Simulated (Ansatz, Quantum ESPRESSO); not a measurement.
Given: the input of a run of Ansatz 0.2.0 on Al3Au. Atoms were shifted at random by some hundredths of an Å from the given cell, which wasn't relaxed again for these runs. The cell comes from a database or a generator and needn't be the stable form of this composition.

input.yaml

```yaml
crystal:
  lattice:
    - [-2.025333, 2.025333, 4.0566]
    - [2.025333, -2.025333, 4.0566]
    - [2.025333, 2.025333, -4.0566]
  atoms:
    - { symbol: Au, position: [0.007078, -0.004826, 0.002141] }
    - { symbol: Al, position: [0.508998, 0.507599, -0.000251] }
    - { symbol: Al, position: [0.252612, 0.759888, 0.494387] }
    - { symbol: Al, position: [0.738292, 0.241932, 0.48663] }
hamiltonian:
  xc: pbesol
  pseudopotentials: { kind: paw }
kpoints:
  mp_grid: { grid: [9, 9, 9] }
scf:
  occupations: { method: fermi_dirac, width: 0.05 }
output:
  forces: true
  stress: true
  eigenvalues: true
```

Potentials or basis: Ansatz PAW.

Command:

```sh
$ ansatz run input.yaml --threads 1 --pin off --max-ram 3584MiB --backend cpu --events-out ev --progress --plain --runs-dir out
```

Problem. Translate it to Quantum ESPRESSO 7.5. Potentials or basis there: GBRV 1.5 PBEsol, cutoff 612 eV.

Solution. As run (cutoffs and basis follow the program's own potentials, and thresholds, step limits or extra output files can differ):

Contents of pw.in:

```
&CONTROL
  calculation = 'scf'
  prefix = 'pwscf'
  outdir = './tmp'
  pseudo_dir = './pseudo'
  tprnfor = .true.
  tstress = .true.
  disk_io = 'nowf'
/
&SYSTEM
  ibrav = 0
  nat = 4
  ntyp = 2
  ecutwfc = 45
  ecutrho = 360
  nbnd = 16
  occupations = 'smearing'
  smearing = 'fd'
  degauss = 0.00367493
/
&ELECTRONS
  conv_thr = 8d-10
  electron_maxstep = 120
  mixing_beta = 0.5
/
ATOMIC_SPECIES
Au   196.9666 au_pbesol_v1.uspp.F.UPF
Al    26.9815 al_pbesol_v1.uspp.F.UPF
CELL_PARAMETERS angstrom
  -2.0253330000    2.0253330000    4.0566000000
   2.0253330000   -2.0253330000    4.0566000000
   2.0253330000    2.0253330000   -4.0566000000
ATOMIC_POSITIONS crystal
Au     0.0070780000   -0.0048260000    0.0021410000
Al     0.5089980000    0.5075990000   -0.0002510000
Al     0.2526120000    0.7598880000    0.4943870000
Al     0.7382920000    0.2419320000    0.4866300000
K_POINTS automatic
9 9 9 0 0 0
```

Potentials or basis: GBRV 1.5 PBEsol.

The run is started by

```sh
$ OMP_NUM_THREADS=1 mpirun -n 2 pw.x -nk 2 -in pw.in > pw.out
```

Both were run:

|  | Ansatz | Quantum ESPRESSO |
| --- | --- | --- |
| Pressure | -2.4 GPa | -2.6 GPa |
| Largest force | 0.276 eV/Å | 0.275 eV/Å |
| Energy over the undisturbed cell | 4.2 meV/atom | 4.2 meV/atom |

Ansatz's pressure holds a Pulay term of +0.06 GPa for its cutoff of 420 eV, which the other run lacks.

The potentials hold 28 and 20 valence electrons a cell.

Ansatz's potentials were made for PBE.

Where Ansatz's input types no cutoff or centring, it takes its own default and a Γ-centred mesh.

Pressure is positive in compression.
